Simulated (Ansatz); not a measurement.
**Ta (P6_3/mmc), axial (c/a) deformation path**

Method: DFT r2SCAN, scalar-relativistic, plane waves, PAW in Ansatz 0.2.0. Settings: plane waves to 500 eV, k-mesh 24×24×14 (Γ-centred), Gaussian smearing 0.15 eV. Spin–orbit coupling is left out, which can shift energies with elements as heavy as these. No spin polarisation. Energies are free energies at this smearing, counted from the undisturbed cell; pressure is positive in compression.

The undisturbed cell (relaxed at this level; with this scan's settings it stands at 0.1 GPa; this form isn't the usual structure):

```
Ta
1.0
     2.88799    0.00000    0.00000
    -1.44399    2.50107    0.00000
     0.00000    0.00000    5.11811
Ta
2
Direct
  0.66667 0.33333 0.75000
  0.33333 0.66667 0.25000
```

At fixed volume and fractional coordinates, lengths along (0.000, 0.000, 1.000) are scaled against those across it; ρ is that ratio over its starting value. The cell is metallic on the mesh throughout.

```
    ρ  ΔE (meV/atom) pressure (GPa)
0.850          133.1             0.6
0.920           48.0             0.1
0.960           12.9            -0.1
1.000            0.0             0.1
1.050           20.7             0.9
1.100           81.1             2.3
1.200          306.0             7.3
```

Cost: 7 runs of about 6 core-minutes in all, on Intel Xeon Processor @ 2.50GHz (Skylake/Cascade Lake) (shared hosts).